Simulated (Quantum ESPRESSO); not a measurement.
**Kohn-Sham bands of GaN (zinc blende)**

```
GaN
1.0
    0.00000     2.25350     2.25350
    2.25350     0.00000     2.25350
    2.25350     2.25350     0.00000
Ga N
1 1
Direct
  0.00000   0.00000   0.00000
  0.25000   0.25000   0.25000
```

Structure: Materials Project mp-830, symmetrised, not relaxed again. Not found in the COD (Crystallography Open Database) copy used, which has the formula in other groups; not checked further. Level: PBE, no spin polarisation, no spin-orbit coupling; pw.x of Quantum ESPRESSO at 68 Ry with PseudoDojo potentials, 12×12×12 k-points, Wannier90. Density: 12×12×12 mesh, cold smearing 0.01 Ry.

Energies are relative to the valence-band maximum; weights are on the orthonormalised atomic waves of the pseudopotential files, averaged over the group. 18 electrons a cell are treated as valence.

```
bands  from (eV)  to (eV)  filling  weight on atomic waves
-----  ---------  -------  -------  ----------------------
1         -15.91   -14.90   filled                       …
2–6       -13.57   -11.23   filled                       …
7–9        -7.02     0.00   filled                       …
```

Task: Which atomic shells make up each group?

Result: 
- 1, weight on atomic waves: Ga 3d 40 %, N 2s 40 %, Ga 4p 14 %
- 2–6, weight on atomic waves: Ga 3d 91 %, N 2s 5 %
- 7–9, weight on atomic waves: N 2p 71 %, Ga 4p 15 %, Ga 4s 9 %

The Kohn-Sham gap over both meshes and the path is 1.76 eV.
